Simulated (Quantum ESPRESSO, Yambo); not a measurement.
At a photon energy of 14.88 eV, RPA with local fields on PBEsol bands shifted by a G0W0 scissor of 4.57 eV (Quantum ESPRESSO and Yambo; 16×16×16 mesh, 27 bands, 4 Ry local-field block, 0.2 eV broadening) gives ε = 2.01 + 0.79i for LiHF₂ (space group R-3m, No. 166), field along x. Axes are Cartesian, with cell vectors (Å) (1.49, 0.86, 4.39), (-1.49, 0.86, 4.39), (0.00, -1.73, 4.39).

Work out n, κ, the normal-incidence reflectivity, the absorption coefficient and the penetration depth.


|ε| = 2.16; n = √((|ε| + ε1)/2) = 1.44, κ = √((|ε| − ε1)/2) = 0.27. R = ((n − 1)² + κ²)/((n + 1)² + κ²) = 0.04. α = 2Eκ/(ħc) with ħc = 197.327 eV nm: 0.0413 per nm = 4.1 × 10⁵ per cm, a 1/e depth of 24 nm. The computed direct gap is 12.91 eV, and the energy scale of the real crystal may differ from it. Excitonic effects are left out, and values at one energy depend on mesh and broadening. The scissor comes from a G0W0 run whose convergence isn't established. Convergence of the RPA response with its 16×16×16 mesh was not tested.

Geometry relaxed with PBE+D3(BJ); primitive cell a = b = c = 4.7162 Å, α = β = γ = 36.94°.

The structure is a Materials Project entry; no match was found in the copy of COD used, and its stability was not checked.
